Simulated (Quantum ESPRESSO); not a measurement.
# Sc7Li: a guest atom moved from site to site

Computed values, not a measurement. The program is pw.x of Quantum ESPRESSO 7.5 (plane-wave density functional theory). The cell is made up: eight metal atoms on a hexagonal close-packed lattice, with elements, volume, strain and displacements drawn at random and not relaxed, so it may be unstable or far from any real phase. PseudoDojo standard norm-conserving files set the functional (PBE unless stated); there is no spin polarisation or spin-orbit coupling, the Fermi-Dirac width of 0.25 eV means electrons at about 2900 K, and the masses in the input are unused placeholders. A spin test at this wide smearing found no moment, but such smearing suppresses magnetism that the real alloy may have.

The runs move one Li atom among sites that otherwise hold Sc. Cell, positions, cutoff, mesh and smearing stay as in the input of run 1; sites are counted in its order. Stress in the tables is positive in tension.

Input of run 1:

```
&control calculation='scf', pseudo_dir='./dojo.nc.sr.pbe.v0_5.standard.upf', outdir='./o', disk_io='minimal', tprnfor=.true., tstress=.true. /
&system ibrav=0, nat=8, ntyp=2, nbnd=57, ecutwfc=77.98206166, nosym=.true., tot_charge=0,
 occupations='smearing', smearing='fd', degauss=0.0183746611
/
&electrons conv_thr=1.470e-08, electron_maxstep=70, mixing_beta=0.5 /
ATOMIC_SPECIES
Li 1.0 Li.upf
Sc 1.0 Sc.upf
CELL_PARAMETERS angstrom
4.8737 -2.8138 0.0
-3.2492 0.0 -5.0979
3.2492 5.6278 0.0
ATOMIC_POSITIONS angstrom
Sc 0.091 -0.0634 -0.1262
Sc 1.5802 2.9183 0.0516
Li 0.0341 1.7919 -2.5755
Sc 1.7072 4.9485 -2.7155
Sc 3.2424 -0.1459 -0.0966
Sc 4.9061 2.9217 -0.0174
Sc 1.7757 -0.8507 -2.639
Sc 3.3139 1.7461 -2.3514
K_POINTS automatic
5 5 4 1 1 1
```

| run | elements on sites 1 to 8 | free energy less that of run 1 (eV) | -TS (eV) | pressure (GPa) | stress xx (GPa) | stress yy (GPa) | stress zz (GPa) | stress yz (GPa) | stress xz (GPa) | stress xy (GPa) | iterations |
| --- | --- | --- | --- | --- | --- | --- | --- | --- | --- | --- | --- |
| 1 | Sc Sc Li Sc Sc Sc Sc Sc | 0.000 | -2.518 | 3.29 | -2.68 | -2.90 | -4.29 | 0.01 | -0.04 | -0.68 | 18 |
| 2 | Sc Sc Sc Li Sc Sc Sc Sc | -0.128 | -2.427 | 3.33 | -3.08 | -3.12 | -3.78 | 0.45 | 0.10 | -0.59 | 17 |
| 3 | Sc Sc Sc Sc Li Sc Sc Sc | -0.079 | -2.527 | 2.96 | -2.56 | -3.21 | -3.11 | -0.42 | -0.19 | -0.53 | 18 |
| 4 | Sc Sc Sc Sc Sc Li Sc Sc | -0.026 | -2.476 | 3.57 | -3.31 | -2.90 | -4.50 | 0.61 | 0.25 | -0.72 | 17 |
| 5 | Sc Sc Sc Sc Sc Sc Li Sc | -0.032 | -2.534 | 2.94 | -2.54 | -2.78 | -3.49 | 0.21 | -0.11 | -1.08 | 18 |

Forces Fx Fy Fz (eV/Å):

| site | run 1 | run 2 | run 3 | run 4 | run 5 |
| --- | --- | --- | --- | --- | --- |
| 1 | -0.31 0.54 0.20 | -0.15 0.22 0.25 | -0.36 0.45 0.22 | -0.25 0.40 0.32 | -0.13 0.29 0.28 |
| 2 | 0.34 -0.32 -0.54 | 0.08 -0.19 -0.47 | 0.08 -0.07 -0.40 | -0.02 -0.23 -0.48 | -0.04 -0.33 -0.30 |
| 3 | 0.23 0.35 -0.14 | 0.13 0.54 -0.32 | 0.43 0.81 -0.36 | 0.72 0.82 -0.39 | 0.67 0.72 -0.26 |
| 4 | -0.19 -0.83 0.78 | -0.14 -0.55 0.39 | -0.13 -1.27 0.47 | -0.36 -1.35 0.61 | -0.39 -1.25 0.70 |
| 5 | 0.50 0.57 0.28 | 0.21 0.59 0.55 | 0.18 0.25 0.15 | 0.37 0.19 0.32 | 0.37 0.46 0.15 |
| 6 | -0.07 -0.68 0.29 | 0.22 -0.66 0.37 | 0.50 -0.51 0.19 | 0.03 -0.30 0.11 | 0.05 -0.58 0.20 |
| 7 | -0.82 -0.67 -0.08 | -0.60 -0.80 0.04 | -0.94 -0.45 0.24 | -0.81 -0.67 0.00 | -0.39 -0.23 0.00 |
| 8 | 0.32 1.05 -0.78 | 0.27 0.85 -0.82 | 0.24 0.79 -0.50 | 0.30 1.13 -0.49 | -0.15 0.92 -0.76 |

The sites are displaced and not relaxed, so the energy differences mix bonding between neighbours with strain and are not ordering energies. A rerun of one cell of this series at a higher cutoff and on a denser mesh moved values by no more than 0.003 eV in energy, 0.04 GPa in stress and 0.003 eV/Å in force, and a second program with other atomic files agreed on that cell to 2 % rms in force and 0.5 GPa in pressure.